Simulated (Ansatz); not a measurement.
AlN with an N vacancy: do the settings matter for the field gradients?

This input was run with Ansatz:

```yaml
crystal:
  lattice:
    - [9.339, 0.0, 0.0]
    - [-3.113, 5.391874164, 0.0]
    - [0.0, 0.0, 9.962]
  atoms:
    - { symbol: Al, position: [0.1111111111, 0.3333333334, 0.0], spin: 0.5 }
    - { symbol: Al, position: [0.1111111111, 0.3333333334, 0.5] }
    - { symbol: Al, position: [0.1111111111, 0.8333333334, 0.0] }
    - { symbol: Al, position: [0.1111111111, 0.8333333334, 0.5] }
    - { symbol: Al, position: [0.4444444444, 0.3333333334, 0.0] }
    - { symbol: Al, position: [0.4444444444, 0.3333333334, 0.5] }
    - { symbol: Al, position: [0.4444444444, 0.8333333334, 0.0] }
    - { symbol: Al, position: [0.4444444444, 0.8333333334, 0.5] }
    - { symbol: Al, position: [0.7777777778, 0.3333333334, 0.0] }
    - { symbol: Al, position: [0.7777777778, 0.3333333334, 0.5] }
    - { symbol: Al, position: [0.7777777778, 0.8333333334, 0.0] }
    - { symbol: Al, position: [0.7777777778, 0.8333333334, 0.5] }
    - { symbol: Al, position: [0.2222222222, 0.1666666666, 0.25], spin: 0.5 }
    - { symbol: Al, position: [0.2222222222, 0.1666666666, 0.75] }
    - { symbol: Al, position: [0.2222222222, 0.6666666666, 0.25], spin: 0.5 }
    - { symbol: Al, position: [0.2222222222, 0.6666666666, 0.75] }
    - { symbol: Al, position: [0.5555555556, 0.1666666666, 0.25] }
    - { symbol: Al, position: [0.5555555556, 0.1666666666, 0.75] }
    - { symbol: Al, position: [0.5555555556, 0.6666666666, 0.25] }
    - { symbol: Al, position: [0.5555555556, 0.6666666666, 0.75] }
    - { symbol: Al, position: [0.8888888889, 0.1666666666, 0.25], spin: 0.5 }
    - { symbol: Al, position: [0.8888888889, 0.1666666666, 0.75] }
    - { symbol: Al, position: [0.8888888889, 0.6666666666, 0.25] }
    - { symbol: Al, position: [0.8888888889, 0.6666666666, 0.75] }
    - { symbol: "N", position: [0.1111111111, 0.3333333334, 0.69] }
    - { symbol: "N", position: [0.1111111111, 0.8333333334, 0.19] }
    - { symbol: "N", position: [0.1111111111, 0.8333333334, 0.69] }
    - { symbol: "N", position: [0.4444444444, 0.3333333334, 0.19] }
    - { symbol: "N", position: [0.4444444444, 0.3333333334, 0.69] }
    - { symbol: "N", position: [0.4444444444, 0.8333333334, 0.19] }
    - { symbol: "N", position: [0.4444444444, 0.8333333334, 0.69] }
    - { symbol: "N", position: [0.7777777778, 0.3333333334, 0.19] }
    - { symbol: "N", position: [0.7777777778, 0.3333333334, 0.69] }
    - { symbol: "N", position: [0.7777777778, 0.8333333334, 0.19] }
    - { symbol: "N", position: [0.7777777778, 0.8333333334, 0.69] }
    - { symbol: "N", position: [0.2222222222, 0.1666666666, 0.44] }
    - { symbol: "N", position: [0.2222222222, 0.1666666666, 0.94] }
    - { symbol: "N", position: [0.2222222222, 0.6666666666, 0.44] }
    - { symbol: "N", position: [0.2222222222, 0.6666666666, 0.94] }
    - { symbol: "N", position: [0.5555555556, 0.1666666666, 0.44] }
    - { symbol: "N", position: [0.5555555556, 0.1666666666, 0.94] }
    - { symbol: "N", position: [0.5555555556, 0.6666666666, 0.44] }
    - { symbol: "N", position: [0.5555555556, 0.6666666666, 0.94] }
    - { symbol: "N", position: [0.8888888889, 0.1666666666, 0.44] }
    - { symbol: "N", position: [0.8888888889, 0.1666666666, 0.94] }
    - { symbol: "N", position: [0.8888888889, 0.6666666666, 0.44] }
    - { symbol: "N", position: [0.8888888889, 0.6666666666, 0.94] }
magnetization:
  spin_polarized: true
total_charge: 1
kpoints:
  mp_grid: { grid: [2, 2, 1] }
scf:
  occupations: { method: fermi_dirac, width: 0.01 }
hamiltonian:
  xc: pbe
  pseudopotentials: { kind: paw }
output:
  forces: true
  stress: true
  populations: true
  efg:
    quadrupole_moments_barn: { Al: 0.1466, "N": 0.02044 }
    contact_densities: true
basis:
  ecutrho_ratio: 8
```

```sh
ansatz run input.yaml --threads 4 --pin off --max-ram 8192MiB --backend cpu --events-out ev --progress --plain --runs-dir out
```

It converged. Of its output the block on the nuclei alone is shown, without the SCF iterations, energies, forces and stress (one atom of each set, the first 14 sets):

```
--- PAW observables at the nuclei: V_zz in 10²¹ V/m², potentials from the cell's mean, atoms counted from 1 ---
  atom   1  Al V_zz =    +4.350328   η = 0.0075   by run symmetry: allowed   C_q = +15.4209 MHz
            electrostatic potential = -1230.245348 V   contact ρ = 10082.465854 e/Å³   contact ρ_s (e/Å³): all electrons -0.000015, valence -0.000015
  atom   2  Al V_zz =    +0.084934   η = 0.1574   by run symmetry: allowed   C_q = +0.3011 MHz
            electrostatic potential = -1231.168617 V   contact ρ = 10081.406385 e/Å³   contact ρ_s (e/Å³): all electrons +0.000006, valence +0.000005
  atom   3  Al V_zz =    +0.494217   η = 0.4036   by run symmetry: allowed   C_q = +1.7519 MHz
            electrostatic potential = -1231.093132 V   contact ρ = 10081.430684 e/Å³   contact ρ_s (e/Å³): all electrons +0.000007, valence +0.000006
  atom   4  Al V_zz =    -0.186560   η = 0.8132   by run symmetry: allowed   C_q = -0.6613 MHz
            electrostatic potential = -1231.185994 V   contact ρ = 10081.473955 e/Å³   contact ρ_s (e/Å³): all electrons +0.000003, valence +0.000003
  atom   5  Al V_zz =    +0.423998   η = 0.7031   by run symmetry: allowed   C_q = +1.5030 MHz
            electrostatic potential = -1231.222554 V   contact ρ = 10081.426315 e/Å³   contact ρ_s (e/Å³): all electrons +0.000004, valence +0.000004
  atom   6  Al V_zz =    -0.267959   η = 0.7240   by run symmetry: allowed   C_q = -0.9499 MHz
            electrostatic potential = -1231.300565 V   contact ρ = 10081.448882 e/Å³   contact ρ_s (e/Å³): all electrons +0.000002, valence +0.000002
  atom   7  Al V_zz =    +0.418493   η = 0.7560   by run symmetry: allowed   C_q = +1.4835 MHz
            electrostatic potential = -1231.234795 V   contact ρ = 10081.432298 e/Å³   contact ρ_s (e/Å³): all electrons +0.000003, valence +0.000003
  atom   8  Al V_zz =    -0.274773   η = 0.7189   by run symmetry: allowed   C_q = -0.9740 MHz
            electrostatic potential = -1231.305831 V   contact ρ = 10081.454077 e/Å³   contact ρ_s (e/Å³): all electrons +0.000002, valence +0.000002
  atom   9  Al V_zz =    +0.418173   η = 0.3908   by run symmetry: allowed   C_q = +1.4823 MHz
            electrostatic potential = -1231.220153 V   contact ρ = 10081.420508 e/Å³   contact ρ_s (e/Å³): all electrons +0.000004, valence +0.000004
  atom  10  Al V_zz =    +0.193754   η = 0.9529   by run symmetry: allowed   C_q = +0.6868 MHz
            electrostatic potential = -1231.298955 V   contact ρ = 10081.440252 e/Å³   contact ρ_s (e/Å³): all electrons +0.000002, valence +0.000002
  atom  11  Al V_zz =    +0.410750   η = 0.4248   by run symmetry: allowed   C_q = +1.4560 MHz
            electrostatic potential = -1231.231745 V   contact ρ = 10081.422240 e/Å³   contact ρ_s (e/Å³): all electrons +0.000004, valence +0.000004
  atom  12  Al V_zz =    +0.198082   η = 0.9889   by run symmetry: allowed   C_q = +0.7022 MHz
            electrostatic potential = -1231.303837 V   contact ρ = 10081.441055 e/Å³   contact ρ_s (e/Å³): all electrons +0.000002, valence +0.000002
  atom  13  Al V_zz =    +3.862287   η = 0.0859   by run symmetry: allowed   C_q = +13.6909 MHz
            electrostatic potential = -1230.079234 V   contact ρ = 10082.428698 e/Å³   contact ρ_s (e/Å³): all electrons -0.000021, valence -0.000020
  atom  14  Al V_zz =    +0.713999   η = 0.0193   by run symmetry: allowed   C_q = +2.5310 MHz
            electrostatic potential = -1231.289794 V   contact ρ = 10081.439523 e/Å³   contact ρ_s (e/Å³): all electrons +0.000002, valence +0.000002
```

(1) Can these gradients be trusted, and how do they compare with a run on standard settings?

Answers

(1) Not as converged values. Against the standard input the change is `basis.ecutrho_ratio`: not typed → 8; `kpoints.mp_grid.grid`: [3, 4, 2] → [2, 2, 1]. A site carries the number of its first atom; V_zz in 10²¹ V/m².

| site | atom | V_zz standard | η standard | V_zz here | η here |
| --- | --- | --- | --- | --- | --- |
| Al1 | 1 | 4.37 | 0.01 | 4.35 | 0.01 |
| Al4 | 4 | -0.17 | 0.24 | -0.19 | 0.81 |
| Al13 | 13 | 3.84 | 0.09 | 3.86 | 0.09 |
| Al14 | 14 | 0.68 | 0.08 | 0.71 | 0.02 |
| Al15 | 15 | 3.86 | 0.10 | 3.88 | 0.10 |
| Al20 | 20 | 0.33 | 0.09 | 0.34 | 0.10 |
| Al21 | 21 | 4.01 | 0.06 | 4.01 | 0.07 |
| Al23 | 23 | 0.11 | 0.27 | 0.12 | 0.70 |
| N26 | 26 | 2.00 | 0.09 | 1.83 | 0.11 |
| N27 | 27 | 0.24 | 0.37 | 0.39 | 0.12 |
| N33 | 33 | 0.12 | 0.78 | 0.22 | 0.45 |
| N44 | 44 | 1.25 | 0.01 | 1.29 | 0.08 |

The largest change of V_zz along a kept axis is on N26, from 2.00 to 1.83. In per cent, |V_zz| changes by -1 to +4 on Al, -9 to +3 on N (all sites that start above 0.5). Where |V_zz| stays above 0.1 and the axes keep their order, η moves most on Al4, from 0.24 to 0.81. On Al20, N27, N33, N25 (not all in the table) V_xx and V_yy change places (or their axes turn by over 50°), so the two values of η hide a larger change. On Al12, Al10, Al17, N40, N43, N41, N42, N47 and 1 more site (not in the table) the largest principal value lies along another axis in the second run, so the two V_zz can't be compared directly. The table leaves out 35 of the 47 sites, with |V_zz| up to 1.34; their tensors move by 0.12 at most along any direction. The statements above cover all sites. SCF iterations: 13 and 13. In the changed run the k-mesh is coarser than the standard one, so its values aren't converged ones.

On the reference run: The defect repeats with the cell of 47 atoms, so it feels its images: sites between two images don't show the values beside a lone defect, and zeros or small values of η there can come from the images' arrangement. Al and N carry a gradient in the pure host already, so the values there aren't the defect's effect alone. A uniform background compensates the cell's charge. The start moments die out, and the run ends without spin. The neighbours have not yet relaxed around the defect (largest force 1.1 eV/Å), so a real crystal will differ.
